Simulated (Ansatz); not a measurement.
# Structure relaxation, Rh

The start is a relaxed Rh cell displaced along its unstable phonon at q = (½, ½, 0) of its primitive reciprocal cell (105i cm⁻¹), largest move 0.15 Å. Cell shape, volume and atoms are optimised at zero target pressure with r2SCAN (plane waves to 500 eV, PAW, scalar-relativistic; Ansatz, a program for electronic structure). The first steps use a coarse 16×16×16 k-mesh.

Starting cell:
```
CELL_PARAMETERS angstrom
     -3.25487     3.25487     2.65519
      0.00000     0.00000     2.65519
      1.62744     1.62744    -1.32759
ATOMIC_POSITIONS crystal
  Rh 0.00000 0.96741 0.93483
  Rh 0.50000 0.03259 0.06517
```

Task: By how much does the energy per atom fall from start to end?

Result: 0.13 eV/atom.

Task: How does the volume change?

Result: -2.1 %, from 14.06 to 13.77 Å³/atom.

Task: Does it find its way back to the structure it was made from?

Result: It does not go back: it reaches P6₃/mmc (No. 194), hcp (Mg type), 0.17 eV/atom below the parent.

Task: What band gap does the relaxed structure have at this level?

Result: Zero (metallic).

Task: Give the final cell and atomic positions.

Result: 
Space group P6₃/mmc (No. 194); a = 2.702 Å, b = 2.702 Å, c = 4.355 Å, α = 90.00°, β = 90.00°, γ = 120.00°

```csv
atom,site,symmetry,x,y,z
Rh,2d,-6m2,0.6667,0.3333,0.2500
```

Final values are on a 20×20×11 k-mesh of the relaxed cell. No spin polarisation in the result.

The run could not lose the symmetry of its start: the end is stationary, and may be a saddle point rather than a minimum.

The relaxed structure here is a generated cell of Rh: the first start was made by placing the elements on the sites of a structure type, and the end was not matched to a known phase here, so it may be hypothetical. Known forms of Rh include space group No. 225.
